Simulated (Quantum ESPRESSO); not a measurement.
# Al4Mo3Nb in 6 site orders

These are calculations, not measurements. They come from Quantum ESPRESSO 7.5, a public plane-wave density functional program. Each row is one single-point run on a made-up periodic cell of eight metal atoms, with elements, volume, strain and displacements drawn at random and not relaxed, so a cell may be unstable or far from any real phase. There is no spin polarisation or spin-orbit coupling.

Settings: PBE unless stated; PseudoDojo standard norm-conserving files; Fermi-Dirac width 0.25 eV, which means electrons at about 2900 K; cutoff 1116 eV; 8 x 5 x 3 k mesh shifted half a step off Gamma. E is the free energy of the whole cell (internal energy minus TS), so a -TS column is already part of it. Stress is positive in tension, and the pressure P is minus a third of its trace.

Checks: one run of this series was repeated at a higher cutoff and on a denser mesh, which moved values by no more than 0.005 eV, 0.15 GPa and 0.012 eV/Å, and a second program with other atomic files agreed on it to 2 % rms in force and 0.5 GPa in pressure. Known limits: a spin test at this wide smearing found no moment, but such smearing suppresses magnetism that the real alloy may have.

The lattice is hexagonal close-packed, and the cell vectors in Å are (-2.894, 0.000, 0.000); (0.000, 0.000, -4.728); (0.000, -10.024, 0.000), a volume of 137.13 Å³. The runs put one composition on the same eight displaced sites in different orders. E is counted from run 1, and the rms force is over all 24 components. Nothing is relaxed, so E mixes bonding between neighbours with strain on unrelaxed sites, and it is not an ordering energy.

| run | elements on sites 1 to 8 | E (eV) | -TS (eV) | rms force (eV/Å) | largest force (eV/Å) | P (GPa) |
|---|---|---|---|---|---|---|
| 1 | Mo Al Al Mo Al Nb Mo Al | 0.000 | -1.494 | 0.580 | 1.30 | -3.82 |
| 2 | Al Al Mo Mo Al Nb Mo Al | -0.746 | -1.484 | 0.514 | 1.40 | -6.84 |
| 3 | Mo Al Mo Nb Mo Al Al Al | -1.190 | -1.240 | 0.641 | 1.79 | -7.09 |
| 4 | Al Nb Mo Al Al Al Mo Mo | -0.592 | -1.382 | 0.575 | 1.45 | ? |
| 5 | Al Al Al Mo Mo Mo Nb Al | -0.917 | -1.303 | 0.686 | 1.48 | -7.52 |
| 6 | Mo Nb Al Al Al Mo Al Mo | -0.424 | -1.511 | 0.651 | 1.90 | -6.20 |

## Worked fit

A straight line through the runs shown gives P = -4.40 + 2.88 E GPa with E in eV, an error of 0.78 on the slope and a scatter of 0.71 GPa. At this fixed volume the orders of higher energy tend to have the higher pressure.

## Withheld value

Question: what pressure should run 4 give?

The fit gives -6.10 ± 0.78 GPa. The calculation gave -6.30 GPa.
